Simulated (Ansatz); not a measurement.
Relaxed P (space group Cmce):

```xyz
4
Lattice="1.6550 -5.0825 0.0000 1.6550 5.0825 0.0000 0.0000 0.0000 4.1237" Properties=species:S:1:pos:R:3 pbc="T T T"
P      1.6550    -3.9999     1.7698
P      1.6550     3.9999     2.3539
P      1.6550    -1.0826     3.8317
P      1.6550     1.0826     0.2921
```

A phonon eigenvector at Γ is frozen into this cell: atom i moves by Q times the vector below, so Q is the largest atomic displacement, in Å. The cell is held.

```
atom      x       y       z
----  -----  ------  ------
P1    0.000  -0.059   0.998
P2    0.000   0.059  -0.998
P3    0.000  -0.059  -0.998
P4    0.000   0.059   0.998
```

The numbers are results of LDA (plane waves to 420 eV, PAW, scalar-relativistic; Ansatz, a program for electronic structure), not measurements. k mesh 15×15×11 (Γ-centred), Fermi-Dirac smearing 0.05 eV. Energies are smeared free energies. With partly filled bands, energies and forces of such displacements shift with the k mesh and the smearing. P was relaxed with its symmetry unable to fall. The relaxed volume of P is well below the measured one. The zero of ΔE is the undisplaced structure.

```csv
Q (Å),ΔE (meV/cell)
-0.100,103
-0.067,46
-0.033,12
0.000,0
0.033,12
0.067,46
0.100,103
```

Which DFPT wavenumber at Γ belongs to this mode?
(A) 214 cm⁻¹
(B) 358 cm⁻¹
(C) 442 cm⁻¹
(D) 393 cm⁻¹

A, 214 cm⁻¹. The curvature of the scan gives 214 cm⁻¹

(For displaced atoms, the force is minus the slope of the energy, and its curvature is a force constant, which sets phonon frequencies.)
